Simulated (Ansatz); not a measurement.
ZrCu5: pressure against volume

ZrCu5, F-43m, a = 6.825 Å. The structure is a COD entry; whether it is the stable form wasn't checked. Ansatz: r2SCAN, PAW, 500 eV, Γ-centred 10×10×10 mesh on 6 atoms, Gaussian smearing 0.10 eV; no spin polarisation. Shape and atoms are relaxed at each volume; pressure is positive in compression.

| V (Å³/atom) | P (GPa) |
| --- | --- |
| 12.053 | 18.22 |
| 12.450 | 11.08 |
| 12.848 | 5.06 |
| 13.245 | -0.01 |
| 13.642 | -4.29 |
| 14.040 | -7.88 |
| 14.570 | ? |

Problem. Take V0 = 13.245 Å³/atom, count pressures from its P0 = -0.01 GPa, fit the third-order Birch–Murnaghan form to the other rows, and predict the missing pressure.

Solution. With the Eulerian strain f = ½[(V0/V)^(2/3) − 1] and y = (P − P0)/[3f(1 + 2f)^(5/2)], the form is the line y = B0 + 1.5 B0 (B0′ − 4) f. Rows (f, y): 0.03244, 160.1; 0.02106, 158.3; 0.01025, 156.7; -0.00975, 153.7; -0.01906, 151.7. Means f = 0.006988, y = 156.10; Σ(Δf)² = 0.001815, ΣΔfΔy = 0.2895; the slope is their ratio. y = 155.0 + 159.5 f GPa, so B0 = 155.0 GPa and B0′ = 4 + 2 × (159.5)/(3 × 155.0) = 4.69. At V = 14.570, f = -0.03079, y = 150.09 and P = -11.84 GPa. The run gave -11.79 GPa, so the fit is 0.05 GPa too low, a small miss on the scale of the series. The form still works here, 27 % of the fitted range beyond its end.